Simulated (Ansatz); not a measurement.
Theory: DFT PBE, scalar-relativistic, plane waves, PAW (Ansatz). Cutoff 420 eV, Γ-centred meshes of about 0.25 Å⁻¹ or finer for metals and 0.3 Å⁻¹ for insulators (2π included), Gaussian smearing. No spin polarisation.

These are static total energies at zero pressure.

Two forms of WCl₄F₂ were relaxed alike.

1.

```
CELL_PARAMETERS angstrom
-3.70979 3.70979 4.12010
3.70979 -3.70979 4.12010
3.70979 3.70979 -4.12010
ATOMIC_POSITIONS crystal
W 0.00000 0.00000 0.00000
Cl 0.78095 0.21905 0.00000
Cl 0.78095 0.78095 0.56190
Cl 0.21905 0.21905 0.43810
Cl 0.21905 0.78095 0.00000
F 0.77340 0.77340 0.00000
F 0.22660 0.22660 0.00000
```

2.

```
CELL_PARAMETERS angstrom
6.56031 0.00000 0.00000
3.17860 6.01170 0.00000
3.16734 2.07451 5.85431
ATOMIC_POSITIONS crystal
W 0.00211 0.99684 0.99298
Cl 0.35992 0.77531 0.80948
Cl 0.87669 0.67191 0.22888
Cl 0.11591 0.33060 0.78131
Cl 0.81642 0.08504 0.73999
F 0.71601 0.17577 0.15491
F 0.14094 0.93252 0.20844
```

Question: Which form is favoured at zero pressure, and by what margin per atom?

Answer: Cell 1 is lower, by 7 meV/atom. Cell 1 has space group I4/mmm (No. 139), 32.4 Å³/atom and a gap of 1.70 eV on its mesh; cell 2 has space group P1 (No. 1), 33.0 Å³/atom and a gap of 2.34 eV. Counting Cl or F atoms around W (for each partner element, those within 1.25 times its shortest distance or 1.15 times the sum of covalent radii, where it is the nearest in units of that sum or under 1.3), cell 1 and cell 2 both have W 6. Both come from trial cells of a structure search.

No dispersion correction is applied, so the spacing and binding between layers, chains or molecules are poorly described (I4/mmm, P1), and this can change margins and order among such cells. These runs have no spin–orbit coupling, which can matter for W. Kohn–Sham gaps at this level usually fall short of measured ones. With atoms moved at random, cell 1 and cell 2 came back.
